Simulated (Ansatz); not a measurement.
**Structure relaxation, SiMo₂**

The relaxed structure here is a generated cell of SiMo2: the first start was made by placing the elements on the sites of a structure type, and the end was not matched to a known phase here, so it may be hypothetical.

The start is a generated cell, SiMo2 built in the AFLOW prototype A2B_tP6_136_f_a (C4, as in TiO2). The structure is fully relaxed (lattice and positions, P = 0) with r2SCAN (plane waves to 500 eV, PAW, scalar-relativistic; Ansatz, a quantum-chemistry and plane-wave program). First-step values are on the input's coarse k-mesh.

Ansatz input (later rounds restart from its end on a renewed k-mesh):
Ansatz 0.2 input:
```yaml
crystal:
  lattice:
    - [5.2561838, 0, 0]
    - [0, 5.2561838, 0]
    - [0, 0, 3.3850089]
  atoms:
    - { symbol: Si, position: [0, 0, 0] }
    - { symbol: Si, position: [0.5, 0.5, 0.5] }
    - { symbol: Mo, position: [0.30496, 0.30496, 0] }
    - { symbol: Mo, position: [0.80496, 0.19504, 0.5] }
    - { symbol: Mo, position: [0.19504, 0.80496, 0.5] }
    - { symbol: Mo, position: [0.69504, 0.69504, 0] }
basis: { ecutwfc: 500, ecutrho_ratio: 4, xc_grid: 4, fft_grid_basis: typed }
kpoints: { mp_grid: { grid: [5, 5, 7] } }
hamiltonian:
  xc: r2scan
  dispersion: none
  pseudopotentials: { kind: paw }
scf: { occupations: { method: fermi_dirac, width: 0.05 } }
relax: { f_tol: 0.01, max_steps: 100, cell: { stress_tol: 0.02 } }
output: { forces: true, stress: true }
```

- Initial pressure: +29 GPa (positive: the cell is compressed)
- Largest initial force: about 2.1 eV/Å, on Mo3, Mo4, Mo5, Mo6 (atoms numbered as listed)
- Outcome: The space group stays P4₂/mnm (No. 136) (the run could not lower it); the end is rutile type, with 6 atoms in the primitive cell
- Shortest distances (start → end): The closest pairs of elements (up to four, under 3.6 Å), start → end: Mo–Si 2.23 → 2.34 Å; Mo–Mo 2.90 → 3.31 Å; Si–Si 3.39 → 3.31 Å
- Optimiser moves: 10

Final values are on a 8×8×14 k-mesh of the relaxed cell. No spin polarisation in the result.

The run could not lose the symmetry of its start, so the end can be a saddle point.
